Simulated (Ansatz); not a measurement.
Ca2H6Os:
```
Ca2H6Os
1.0
    0.00000     3.60857     3.60857
    3.60857     0.00000     3.60857
    3.60857     3.60857     0.00000
Ca H Os
2 6 1
Direct
  0.25000   0.25000   0.25000
  0.75000   0.75000   0.75000
  0.76245   0.23755   0.23755
  0.23755   0.76245   0.76245
  0.23755   0.76245   0.23755
  0.76245   0.23755   0.76245
  0.23755   0.23755   0.76245
  0.76245   0.76245   0.23755
  0.00000   0.00000   0.00000
```

Relaxed with HSE06.

**Question.** Give the Bader charges and basin volumes of the independent atoms, HSE06 in the plane-wave PAW code Ansatz.

**Answer.** 

```
atom  Bader charge (e)  Bader volume (Å³)
----  ----------------  -----------------
Ca1              +1.51               13.0
H3               -0.48                8.1
Os9              -0.13               19.2
```

Space group Fm-3m. The workflow started from a Materials Project entry (that database holds measured and hypothetical structures alike); the Crystallography Open Database copy checked does not list it. Its standing as an ambient phase is unchecked. The HSE06 relaxation kept the symmetry of its start; whether a distortion lowers the energy is not shown. No spin polarisation was allowed. Scalar-relativistic: spin–orbit coupling is off unless named, which matters more the heavier the elements.

Potentials: the later of the program's two PAW sets.
